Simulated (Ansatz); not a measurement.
LaI2:
Space group I4/mmm (No. 139); a = b = 3.9439 Å, c = 14.2360 Å, α = β = γ = 90.00°

```
atom  site  symmetry       x       y       z
----  ----  --------  ------  ------  ------
La      2a     4/mmm  0.0000  0.0000  0.0000
I       4e       4mm  0.0000  0.0000  0.3667
```
(The calculation used a cell of 3 atoms; values per cell refer to that cell.)

Relaxed at zero pressure with r²SCAN+D4 in the plane-wave PAW code Ansatz.

**Question.** The volume is raised by 6 % and shape and atoms relax at that volume. What pressure results, and how do the axes share the change?

**Answer.** -0.7 GPa; a 0.6 %, b 0.6 %, c 4.7 %; the energy rises by 6 meV/atom.

**Question.** Give the new structure.

**Answer.** 
Space group I4/mmm (No. 139); a = b = 3.968 Å, c = 14.909 Å, α = β = γ = 90.00°

| atom | site | symmetry | x | y | z |
|---|---|---|---|---|---|
| La | 2a | 4/mmm | 0.0000 | 0.0000 | 0.0000 |
| I | 4e | 4mm | 0.0000 | 0.0000 | 0.3723 |

The phase is kept; no other phase was compared at this pressure.

The workflow started from an entry of the Crystallography Open Database (COD). Its standing as an ambient phase is unchecked. The cell was relaxed with r²SCAN+D4 under the symmetry of its start; whether a distortion lowers the energy is not shown. Spin–orbit coupling is left out wherever it is not named.

Potentials: the later of the program's two PAW sets.
